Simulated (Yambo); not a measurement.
Yambo run on NbNO (space group P2_1/c, No. 14). The wavefunctions are PBEsol (pw.x of Quantum ESPRESSO, ONCV potentials, without SOC) ones on a 2×2×2 mesh (48 occupied bands); a = 5.025 Å, b = 5.084 Å, c = 5.245 Å, α = γ = 90.00°, β = 99.62°.

Yambo input:

```
rim_cut
gw0
dyson
el_el_corr
HF_and_locXC
cohsex
em1s
RandQpts= 1000000
RandGvec= 1 Ry
EXXRLvcs= 84 Ry
VXCRLvcs= 336 Ry
Chimod= "HARTREE"
% BndsRnXs
 5 | 268 |
%
NGsBlkXs= 8 Ry
% LongDrXs
 1.0 | 1.0 | 1.0 |
%
ExtendOut
% QPkrange
 1 | 1 | 48 | 49 |
 5 | 5 | 49 | 49 |
%
```

k points by index: 1 = Γ, 5 = (-0.5, 0, 0).

Table of the .qp output:

```
#    K-point    Band    Eo [eV]    E [eV]    E-Eo [eV]    Vxc [eV]    Vnlxc [eV]    Sc|Eo [eV]    Re(Z)    Im(Z)
#
    1    48    0.000000    -1.908692    -1.908692    -18.58857    -21.93876    1.441502    1.000000    0.000000
    1    49    1.687846    0.820617    -0.867229    -16.26628    -10.79249    -6.341021    1.000000    0.000000
    5    49    1.577729    0.687728    -0.890000    -16.25075    -10.79257    -6.348174    1.000000    0.000000
```
(The two width columns are left out.) Convergence of these settings isn't established.

Geometry of the Materials Project entry, not relaxed at this level.
